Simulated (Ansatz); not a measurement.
VN:
```yaml
crystal:
  lattice:
    - [0.00000, 2.05826, 2.05826]
    - [2.05826, 0.00000, 2.05826]
    - [2.05826, 2.05826, 0.00000]
  atoms:
    - { symbol: V, position: [0.50000, 0.50000, 0.50000] }
    - { symbol: N, position: [0.00000, 0.00000, 0.00000] }
```

Relaxed with PBE. Special points in fractions of this cell's reciprocal vectors: Γ (0.000, 0.000, 0.000); X (0.500, 0.000, 0.500); U (0.625, 0.250, 0.625); K (0.375, 0.375, 0.750); L (0.500, 0.500, 0.500); W (0.500, 0.250, 0.750).

Task: List the band energies nearest the Fermi level at these points for PBE in the plane-wave PAW code Ansatz.

Result: In eV from the Fermi level; about four levels below and three above (degenerate sets whole), none deeper than 8.9 eV; … stands for higher levels left out; points with the same levels are listed once.

```csv
k,below,above
Γ,-2.22 -2.22 -2.22 -1.53 -1.53 -1.53,…
X,-6.67 -3.83 -3.65 -3.65,0.53 1.24 1.24
U,-6.53 -6.52 -5.04 -1.17,0.87 1.32 2.68
L,-6.10 -6.10,0.61 0.61 1.48
W,-6.23 -6.23 -5.98,0.15 0.15 1.24
```

Space group Fm-3m (rock salt). The cell was relaxed with PBE under the symmetry of its start. The workflow began spin-polarised and lost its moments.

Potentials: the later of the program's two PAW sets.
